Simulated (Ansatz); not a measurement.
GaP:
```
GaP
1.0
    0.00000     2.71924     2.71924
    2.71924     0.00000     2.71924
    2.71924     2.71924     0.00000
P Ga
1 1
Direct
  0.75000   0.75000   0.75000
  0.00000   0.00000   0.00000
```

Cartesian axes are those of the cell as given.

Question: Give the high-frequency dielectric tensor and the Born effective charge tensors of the independent atoms from DFPT, DFT-PBEsol in the program Ansatz with PAW potentials.

Answer: 
ε∞:
```
10.6  0.00  0.00
0.00  10.6  0.00
0.00  0.00  10.6
```
Z* of atom 1 (P), rows: field, columns: displacement, in e:
```
-2.11   0.00   0.00
 0.00  -2.11   0.00
 0.00   0.00  -2.11
```
Z* of atom 2 (Ga), rows: field, columns: displacement, in e:
```
2.11  0.00  0.00
0.00  2.11  0.00
0.00  0.00  2.11
```

Space group F-43m (zinc blende). Symmetry was held in the PBEsol relaxation. Spin–orbit coupling is left out wherever it is not named.

Potentials: the later of the program's two PAW sets.
